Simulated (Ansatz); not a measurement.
# Two inputs for Bi₂Te₂Pb₂S₃

This input was run with Ansatz:

```yaml
crystal:
  lattice:
    - [2.25456919, 0.0, 0.0]
    - [-1.1272846, 1.95251419, 0.0]
    - [0.0, 0.0, 17.89569191]
  atoms:
    - { symbol: Bi, position: [0.3333333333, 0.6666666667, 0.2029348125] }
    - { symbol: Bi, position: [0.6666666667, 0.3333333333, 0.7970651875] }
    - { symbol: Bi, position: [0.3333333333, 0.6666666667, 0.3980702282] }
    - { symbol: Bi, position: [0.6666666667, 0.3333333333, 0.6019297718] }
    - { symbol: Te, position: [0.3333333333, 0.6666666667, 0.7440841264] }
    - { symbol: Te, position: [0.6666666667, 0.3333333333, 0.2559158736] }
    - { symbol: Te, position: [0.0, 0.0, 0.3450701075] }
    - { symbol: Te, position: [0.0, 0.0, 0.6549298925] }
    - { symbol: Pb, position: [0.3333333333, 0.6666666667, 0.898963143] }
    - { symbol: Pb, position: [0.6666666667, 0.3333333333, 0.101036857] }
    - { symbol: Pb, position: [0.0, 0.0, 0.0] }
    - { symbol: Pb, position: [0.0, 0.0, 0.5] }
    - { symbol: S, position: [0.0, 0.0, 0.8488224881] }
    - { symbol: S, position: [0.0, 0.0, 0.1511775119] }
    - { symbol: S, position: [0.3333333333, 0.6666666667, 0.0504411393] }
    - { symbol: S, position: [0.6666666667, 0.3333333333, 0.9495588607] }
    - { symbol: S, position: [0.3333333333, 0.6666666667, 0.550243553] }
    - { symbol: S, position: [0.6666666667, 0.3333333333, 0.449756447] }
kpoints:
  mp_grid: { grid: [8, 8, 1] }
scf:
  occupations: { method: fermi_dirac, width: 0.02 }
  max_iter: 100
hamiltonian:
  xc: pbe
  pseudopotentials: { kind: paw }
output:
  forces: true
  stress: true
  populations: true
  efg:
    quadrupole_moments_barn: { Bi: -0.516, S: -0.0694 }
    contact_densities: true
```

It converged. Of its output the block on the nuclei alone is shown, without the SCF iterations, energies, forces and stress (one atom of each set):

```
--- PAW observables at the nuclei: V_zz in 10²¹ V/m², potentials from the cell's mean, atoms counted from 1 ---
  atom   1  Bi V_zz =   +40.802361   η = 0.0000   by run symmetry: allowed   C_q = -509.0839 MHz
            electrostatic potential = -17910.626464 V   contact ρ = 17906723.985204 e/Å³
  atom   3  Bi V_zz =   +32.738093   η = 0.0000   by run symmetry: allowed   C_q = -408.4674 MHz
            electrostatic potential = -17910.618023 V   contact ρ = 17906735.073666 e/Å³
  atom   5  Te V_zz =    -3.843123   η = 0.0000   by run symmetry: allowed
            electrostatic potential = -8729.995594 V   contact ρ = 1468804.532811 e/Å³
  atom   7  Te V_zz =    +1.732478   η = 0.0000   by run symmetry: allowed
            electrostatic potential = -8730.094896 V   contact ρ = 1468809.804976 e/Å³
  atom   9  Pb V_zz =    -6.662554   η = 0.0000   by run symmetry: allowed
            electrostatic potential = -17559.797876 V   contact ρ = 16532857.751592 e/Å³
  atom  11  Pb V_zz =    -5.729471   η = 0.0000   by run symmetry: allowed
            electrostatic potential = -17559.613060 V   contact ρ = 16532924.877114 e/Å³
  atom  12  Pb V_zz =   -17.895919   η = 0.0000   by run symmetry: allowed
            electrostatic potential = -17559.857306 V   contact ρ = 16532828.396118 e/Å³
  atom  13  S  V_zz =    +6.914287   η = 0.0000   by run symmetry: allowed   C_q = -11.6028 MHz
            electrostatic potential = -1721.255168 V   contact ρ = 19783.175710 e/Å³
  atom  15  S  V_zz =    -1.737938   η = 0.0000   by run symmetry: allowed   C_q = +2.9164 MHz
            electrostatic potential = -1720.067333 V   contact ρ = 19780.915391 e/Å³
  atom  17  S  V_zz =    +5.397065   η = 0.0000   by run symmetry: allowed   C_q = -9.0567 MHz
            electrostatic potential = -1721.350974 V   contact ρ = 19782.911318 e/Å³
```

Question: Can these gradients be trusted, and how do they compare with a run on standard settings?

Answer: No. Against the standard input the change is `crystal.lattice`: [[4.26052, 0.0, 0.0], [-2.13026, 3.6897185533, 0.0], [0.0, 0.0, 33.81797]] → [[2.25456919, 0.0, 0.0], [-1.1272846, 1.95251419, 0.0], [0.0, 0.0, 17.89569191]]; `scf.max_iter`: not typed → 100. A site carries the number of its first atom; V_zz in 10²¹ V/m².

| site | atom | V_zz standard | η standard | V_zz here | η here |
| --- | --- | --- | --- | --- | --- |
| Bi1 | 1 | -0.73 | 0.00 | 40.8 | 0.00 |
| Bi3 | 3 | -0.78 | 0.00 | 32.7 | 0.00 |
| Te5 | 5 | 0.95 | 0.00 | -3.84 | 0.00 |
| Te7 | 7 | 1.06 | 0.00 | 1.73 | 0.00 |
| Pb9 | 9 | 0.70 | 0.00 | -6.66 | 0.00 |
| Pb11 | 11 | 0.62 | 0.00 | -5.73 | 0.00 |
| Pb12 | 12 | 0.85 | 0.00 | -17.90 | 0.00 |
| S13 | 13 | 0.093 | 0.00 | 6.91 | 0.00 |
| S17 | 17 | 0.091 | 0.00 | 5.40 | 0.00 |
| S15 | 15 | -0.34 | 0.00 | -1.74 | 0.00 |

The largest change of V_zz is on Bi1, from -0.73 to 40.8. Small gradients that grow severalfold: S15 (-0.34 to -1.74), S13 (0.093 to 6.91), S17 (0.091 to 5.40). V_zz changes sign on Te5 (same axis), Pb12 (same axis), Bi3 (same axis), Bi1 (same axis), Pb9 (same axis), Pb11 (same axis). At these positions, which the reference run relaxed to, the changed run has forces up to 154.1 eV/Å, so its atoms aren't at their own equilibrium. Its pressure is 5473 GPa, against 1 GPa in the reference run. The gap closes in the changed run, so its gradients also hang on the k-mesh and the smearing. The changed input holds a lattice far too small, so its numbers aren't properties of the crystal.

On the reference run: Spin–orbit coupling is left out, which shifts gradients on Bi and Pb by a few per cent in wide-gap crystals, and can shift them far more where the calculated gap is small or absent, as here. With a gap of 0.4 eV on this mesh, small gradients can still move by 0.1 × 10²¹ V/m² or more as the k-mesh gets denser.
